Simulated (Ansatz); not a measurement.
Co4N, in the lowest of the structures calculated here: Pm-3m (No. 221), cP5; a = 3.6704 Å, b = 3.6704 Å, c = 3.6704 Å, α = 90.00°, β = 90.00°, γ = 90.00°; Co 3d (0.000, 0.000, 0.500); Co 1b (0.500, 0.500, 0.500); N 1a (0.000, 0.000, 0.000). Calculation: PBEsol (plane waves to 420 eV, PAW, scalar-relativistic; Ansatz, a first-principles code). Element references, the lowest calculated here: Co (P6₃/mmc, ferromagnetic), N (Pa-3); gases are represented by their molecular solids.

Question: What is the computed formation energy of this Pm-3m form of Co4N from the elements (PBEsol)?

Answer: 0.03 eV/atom.

Question: Is it stable against the other phases calculated?

Answer: No: Co4N → 2 Co + Co2N (Co2N Pnnm, Co P6₃/mmc) releases 0.07 eV/atom.

This is the hull of the energies calculated here, no anion corrections; phases that were not calculated are missing from it. Values are rounded to 0.01 eV/atom. Spin states reached: ferromagnetic, non-magnetic; non-magnetic ones ran without spin or lost their moments; spin orders were not searched systematically.
